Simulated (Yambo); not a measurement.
G0W0@LDA for MoF6 (space group Im-3m, No. 229) in Yambo. Reference settings: 2×2×2 Γ-centred k mesh, bands 2 to 187 and a 7 Ry block in the screening, 187 bands in G with the Bruneval-Gonze terminator, plasmon pole fitted at 27.2 eV. The LDA gap Γ → N on this mesh is 4.29 eV; G0W0 gaps are taken between the same points.

With and without the terminator, as bands are cut:

| bands in G (in W) | gap, terminator (eV) | gap, none (eV) | valence shift, terminator (eV) | valence shift, none (eV) |
|---|---|---|---|---|
| 51 (51) | 9.102 | 9.437 | -1.880 | -1.624 |
| 75 (75) | 8.859 | 9.127 | -1.832 | -1.569 |
| 107 (107) | 8.778 | 8.975 | -1.865 | -1.599 |
| 147 (147) | 8.696 | 8.824 | -1.901 | -1.667 |
| 187 (187) | 8.663 | 8.752 | -1.918 | -1.712 |

Over this range the gap spans 0.439 eV with the terminator and 0.685 eV without, the valence shift 0.086 eV and 0.143 eV. Neither column has reached its limit for certain.

Spin-orbit coupling is not included.

Geometry of the Materials Project entry, not relaxed at this level; primitive cell a = b = c = 5.4860 Å, α = β = γ = 109.47°.

The structure is a Materials Project entry; no match was found in the copy of COD used, and its stability was not checked.

A shift is the quasiparticle energy of the state minus its LDA energy.
